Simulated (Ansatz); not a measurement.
# Squeezing AlSn

```
Al Sn
1.0
     4.19811    0.00000    0.00000
    -2.09905    3.63567    0.00000
     0.00000    0.00000    3.30685
Al Sn
1 1
Direct
  0.00000 0.00000 0.00000
  0.33333 0.66667 0.50000
```

The base volume is that of a database entry, so it needn't be at zero pressure; the structure needn't be the stable phase, at rest or compressed.

Its volume is scaled at fixed shape and fractional positions.

All numbers are PBEsol results (scalar-relativistic) from Ansatz 0.2.0, with a Γ-centred 10×10×11 k mesh, Fermi–Dirac smearing of 0.05 eV, no spin polarisation. Methods: LAPW: all electrons, basis error target 1 meV/atom; PAW: frozen-core files, cutoff 420 eV; norm-conserving: pseudopotentials, cutoff 980 eV.

Energies are extrapolated to zero smearing and count from the unscaled cell; pressure is positive in compression; gaps take the mesh and a band path. No temperature or zero-point motion is included.

Spin–orbit coupling is left out, which matters for the heavy atoms. The PAW files were made under PBE.

```csv
V/V0,V (Å³/atom),P LAPW (GPa),ΔE LAPW (eV/atom),P PAW − LAPW (GPa),ΔE PAW − LAPW (meV/atom)
1.00,25.24,-2.00,0.000,-0.01,0.0
0.80,20.19,?,?,0.02,0.2
0.75,18.93,24.2,0.317,0.05,0.5
0.65,16.40,52.0,0.895,0.13,1.9
```

Q: Give the missing entry: row "0.80", column "ΔE LAPW (eV/atom)".

A: 0.162.

Q: Fill in "P LAPW (GPa)" for the row "0.80".

A: 15.55.

Q: From the table, what is the rise of the enthalpy H = E + pV up to the last row, and how stiff is the crystal between the last two rows?

A: ΔH = 0.895 eV + (52.0 GPa × 16.40 Å³ + 2.00 GPa × 25.24 Å³) × 0.006242 eV/(GPa·Å³) = 6.53 eV/atom, of which pV makes 86 %. The mean bulk modulus there is −ΔP/Δln V = 194 GPa.

Q: At the smallest volume, how far does norm-conserving lie from LAPW in pressure?

A: norm-conserving: +0.09 GPa, on a LAPW pressure of 52.0 GPa.

Q: How do the Löwdin populations by LAPW change from the unscaled cell to the last row?

A: Al 3s 1.16 → 0.91, Al 3p 1.88 → 2.12, Sn 5s 1.45 → 1.23, Sn 5p 2.51 → 2.77 electrons an atom. These are projections on the shells that the free atoms fill; 0.06 e a cell lies outside them at the start and 0.08 e at the end.
